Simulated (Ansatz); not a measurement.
MgO:
```yaml
crystal:
  lattice:
    - [5.50197, 0.00000, 0.00000]
    - [0.00000, 5.50197, 0.00000]
    - [0.00000, 0.00000, 3.26836]
  atoms:
    - { symbol: Mg, position: [0.32089, 0.67911, 0.00000] }
    - { symbol: Mg, position: [0.67911, 0.32089, 0.00000] }
    - { symbol: Mg, position: [0.82089, 0.82089, 0.50000] }
    - { symbol: Mg, position: [0.17911, 0.17911, 0.50000] }
    - { symbol: O, position: [0.31635, 0.31635, 0.00000] }
    - { symbol: O, position: [0.68365, 0.68365, 0.00000] }
    - { symbol: O, position: [0.18365, 0.81635, 0.50000] }
    - { symbol: O, position: [0.81635, 0.18365, 0.50000] }
```

Relaxed with r²SCAN. Special points in fractions of this cell's reciprocal vectors: Γ (0.000, 0.000, 0.000); X (0.000, 0.500, 0.000); M (0.500, 0.500, 0.000); Z (0.000, 0.000, 0.500); R (0.000, 0.500, 0.500); A (0.500, 0.500, 0.500).

Problem. List the band energies nearest the valence-band maximum at these points for DFT-r²SCAN in the program Ansatz with PAW potentials.

Solution. In eV from the valence-band maximum; about four levels below and three above (degenerate sets whole), none deeper than 8.9 eV; points with the same levels are listed once.

```tsv
k	below	above
Γ	-0.33 -0.04 -0.04 -0.01	4.15 9.15 9.26
X	-0.33 -0.33 -0.28 -0.28	6.33 6.33 8.87 8.87
M	-0.44 -0.44 -0.37 -0.37	7.36 7.36 7.56 7.56
Z	-0.79 -0.79 -0.50 -0.50	8.59 8.59 9.68 9.68
R	-0.60 -0.60 -0.20 -0.20	8.80 8.80 8.88 8.88
A	-0.53 -0.53 -0.43 -0.43	7.91 7.91 8.73 8.73
```

Space group P4_2/mnm. The start of the workflow was typed in or built on a structure type; neither database checked (COD, Materials Project) lists it. It is not the phase usual at ambient conditions (space group No. 225). The cell was relaxed with r²SCAN under the symmetry of its start; whether a distortion lowers the energy is not shown.

Potentials: the earlier of the program's two PAW sets.
